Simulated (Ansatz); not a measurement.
Here is the system:

ZnS:
```
CELL_PARAMETERS angstrom
      3.58955     0.00000     0.00000
     -1.79477     3.10864     0.00000
      0.00000     0.00000     5.88016
ATOMIC_POSITIONS crystal
  Zn 0.00000 0.00000 0.00000
  Zn 0.00000 0.00000 0.50000
  S  0.33333 0.66667 0.25000
  S  0.66667 0.33333 0.75000
```

This is the r²SCAN-relaxed structure. x, y and z are the axes in which the lattice vectors are written.

Question: All from r²SCAN (plane waves, PAW; program Ansatz), unless another level is named. Estimate the bulk modulus (Birch–Murnaghan fit).

Answer: 97.4 GPa.

Question: Next, the elastic constants (relaxed ions, GPa)?

Answer: C11 = 142, C12 = 87.7, C13 = 58.0, C33 = 188, C44 = 0.1.

Space group P6_3/mmc (NiAs type). The start of the workflow was typed in or built on a structure type; neither database checked (COD, Materials Project) lists it. It is not the phase usual at ambient conditions (space group No. 186, 216). Symmetry was held in the r²SCAN relaxation; its stability against distortions is not shown here.

Potentials: the later of the program's two PAW sets.
